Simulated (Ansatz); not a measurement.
Ag2S:
```xyz
12
Lattice="4.3666 0.0000 0.0000 0.0000 6.7611 0.0000 0.0000 0.0000 7.0677" Properties=species:S:1:pos:R:3 pbc="T T T"
Ag     0.0297     5.2211     4.5160
Ag     2.1537     1.5401     0.9822
Ag     2.2130     4.9207     2.5517
Ag     4.3370     1.8405     6.0855
Ag     3.6601     5.9869     0.2857
Ag     2.8899     0.7742     3.8196
Ag     1.4767     4.1548     6.7820
Ag     0.7066     2.6064     3.2481
S      0.5313     0.0302     2.3876
S      1.6521     6.7309     5.9214
S      2.7146     3.3503     4.6801
S      3.8354     3.4108     1.1463
```

Relaxed with PBEsol.

**Question.** Map the electron localisation function on the plane through (0.338, 0.615, 0.960) spanned by u = [1, 1, 0] and v = [1, 0, 1] in lattice vectors, from plane-wave PAW PBEsol (Ansatz code).

**Answer.** x is the fraction of u, y of v (the angle between them is 73°; rows are the nearest grid lines); atoms in the plane: Ag at (0.00, 0.00), S at (0.39, 0.38).
```
|@@#*=:........:......:-=+++=-:....:=*#@@|
|###*=:..:=+++=-::....:=+*###*+-:...:=+*#|
|***+-:..-*#%%##+=:...:-+*#%%#+=:...:-=+*|
|:-::...:+#%@@@@@%*=. .:-+**#*+=-.....:::|
|.......:+#%@@@@@@%*-. ..:--=--:...   ...|
|........:=#%@@@@@%+-...............   ..|
|.:::::...:+#%@@@%*-:.......:::---::.....|
|:-=+++=-:..:-+++=:..::::..:=*####*+-:..:|
|.-=+***+=:.. ......:===-:..-+#%%%%#+-:..|
|.:-=++++=:...    ..:-==-:...-*#%%##*=:..|
|..:-====-:....... ..:---:...:+*###*+=:..|
|....:::...:-+*#**=:..........:--==--:...|
|    .....-+%@@@@@@%*:.............      |
|....   .:=#@@%+--*@@*-........       ...|
|.....   .=#%@#:  :#@#=:.......      ....|
|......   :+%@@#-.:*@%*-........    .....|
|....... ..:=*@@@@@@@%+:.........  ......|
|.............:=*%%%%+-..........   .....|
|.........::::..:=+**-:..........   .....|
|.......:-=+++=-:....      ......  ......|
|:......:-=+****=-:..        .......:::::|
|*+=:....:-=+***+=::...............:=+***|
|#*+=:....:-=+++=-:.....::::.......-=*###|
|@@#*=:........:......:-=+++=-:....:=*#@@|
```
Scale: ten equal steps from 0.022 (start of ' ') to 0.880 (end of '@'), in the order ' .:-=+*#%@'; x runs from 0.000 to 1.00, y from 0.000 (bottom) to 1.00 (top).

The density is the valence pseudo-density with augmentation charge, so density and ELF within about 1 Å of a nucleus are not all-electron values.

Space group P2_12_12_1. The first step of the workflow began from a Materials Project structure, measured or hypothetical; the Crystallography Open Database copy checked does not list it. COD files the formula under space group No. 4, 14. Its standing as an ambient phase is unchecked. Symmetry was held in the PBEsol relaxation; whether a distortion lowers the energy is not shown. No spin polarisation was allowed.

Potentials: the later of the program's two PAW sets.
